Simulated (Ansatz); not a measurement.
## Where the states of SnO lie

```cif
data_structure
_symmetry_space_group_name_H-M 'P 1'
_symmetry_Int_Tables_number 1
_cell_length_a 3.8020
_cell_length_b 3.8020
_cell_length_c 4.8360
_cell_angle_alpha 90.000
_cell_angle_beta 90.000
_cell_angle_gamma 90.000
_cell_volume 69.91
loop_
_atom_site_label
_atom_site_type_symbol
_atom_site_fract_x
_atom_site_fract_y
_atom_site_fract_z
_atom_site_occupancy
Sn1 Sn 0.00000 0.50000 0.23850 1
Sn2 Sn 0.50000 0.00000 0.76150 1
O1 O 0.00000 0.00000 0.00000 1
O2 O 0.50000 0.50000 0.00000 1
```

The runs use the primitive cell with vectors (3.802, 0.000, 0.000), (0.000, 3.802, 0.000), (0.000, 0.000, 4.836) Å, to which the k mesh refers.

The cell comes from COD entry 9008956, which wasn't checked; take it as a given geometry.

Spin–orbit coupling is left out, though it moves levels of the heavy atoms by tenths of an eV or more.

The calculation used DFT, LDA, all-electron LAPW, scalar-relativistic (Ansatz 0.2.0).

Numerical set-up: a Γ-centred 6×6×5 k mesh, Fermi–Dirac smearing of 0.02 eV, basis error target 0.5 meV/atom, no spin polarisation.

States per eV and cell, averaged over 0.4 eV, from -9.4 to 5.6 eV, with energies (bin centres) from the valence-band top; empty bins are left out. The partial columns, the largest 3 alone, are projections on Löwdin-orthogonalised atomic shells (those that the program's projection atoms carry: the occupied ones and, for some elements, an empty d or f shell; other empty shells have no column), summed over atoms of an element. Weights on diffuse s and p shells depend on that basis and aren't pure angular character.

```csv
E (eV),total,O 2p,Sn 5p,Sn 5s
-9.3,0.04,0.01,0.00,0.02
-8.9,1.80,0.84,0.11,0.82
-8.5,2.40,1.10,0.11,1.14
-8.1,1.90,0.89,0.07,0.87
-7.7,1.05,0.47,0.05,0.46
-7.3,0.87,0.37,0.07,0.35
-6.9,1.03,0.44,0.15,0.36
-6.5,1.18,0.67,0.30,0.17
-6.1,2.69,1.81,0.62,0.17
-5.7,2.69,1.81,0.64,0.17
-5.3,3.08,2.23,0.65,0.12
-4.9,1.30,0.96,0.24,0.07
-4.5,1.86,1.50,0.27,0.03
-4.1,2.39,1.93,0.35,0.04
-3.7,2.35,1.84,0.36,0.07
-3.3,2.50,2.02,0.34,0.09
-2.9,2.69,2.09,0.36,0.18
-2.5,2.61,1.39,0.65,0.53
-2.1,2.03,0.76,0.65,0.60
-1.7,1.31,0.47,0.38,0.44
-1.3,1.18,0.44,0.28,0.43
-0.9,0.54,0.20,0.11,0.21
-0.5,0.37,0.15,0.05,0.16
-0.1,0.14,0.06,0.01,0.07
0.3,0.02,0.00,0.01,0.00
0.7,0.11,0.01,0.08,0.00
1.1,0.33,0.03,0.22,0.02
1.5,0.90,0.10,0.60,0.06
1.9,1.80,0.26,1.13,0.13
2.3,2.52,0.44,1.48,0.27
2.7,2.55,0.46,1.45,0.38
3.1,2.01,0.35,1.17,0.32
3.5,0.92,0.16,0.57,0.11
3.9,1.25,0.22,0.80,0.10
4.3,1.67,0.26,1.06,0.09
4.7,2.17,0.29,1.33,0.10
5.1,2.34,0.26,1.63,0.07
5.5,1.69,0.18,1.23,0.03
```
